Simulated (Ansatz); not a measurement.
MgO:
Space group Fm-3m (No. 225); a = 4.214 Å, b = 4.214 Å, c = 4.214 Å, α = 90.00°, β = 90.00°, γ = 90.00°

```tsv
atom	site	symmetry	x	y	z
Mg	4a	m-3m	0.0000	0.0000	0.0000
O	4b	m-3m	0.5000	0.5000	0.5000
```
(The calculation used a cell of 2 atoms; values per cell refer to that cell.)

Relaxed with PBEsol. PBEsol in the plane-wave PAW code Ansatz gives a gap of 4.62 eV.

Task: What gap does HSE06 give on the same cell (Ansatz, PAW)?

Result: 6.47 eV, 1.85 eV more. The hybrid was solved on a coarser mesh and at special points; its gap is the smallest among all of these.

```
k  v1 PBEsol  c1 PBEsol  v1 HSE06  c1 HSE06
-  ---------  ---------  --------  --------
Γ       0.00       4.62      0.00      6.47
X      -1.35       8.95         …         …
L      -0.66       7.74         …         …
W      -1.79      11.50         …         …
K      -1.15       9.94         …         …
```

Task: Top valence (v1) and lowest conduction level (c1) in eV from each method's valence maximum (which need not be a listed point): supply the withheld HSE06 values.

Result: 
- X, v1 HSE06: -1.46
- X, c1 HSE06: 10.87
- K, v1 HSE06: -1.24
- K, c1 HSE06: 11.94
- L, v1 HSE06: -0.71
- L, c1 HSE06: 9.69
- W, v1 HSE06: -1.89
- W, c1 HSE06: 13.66

Cost on shared cores: the PBEsol run (SCF on a 11×11×11 mesh, then bands and DOS) roughly 6 core-seconds, the HSE06 run (SCF on 8×8×8, then a few points) very roughly 40 core-seconds; the tasks are unlike.

The PBEsol relaxation kept the symmetry of its start; phonons on a q-mesh show no instability. The volume moved by -16 % from the start of the relaxation.

Potentials: the later of the program's two PAW sets.
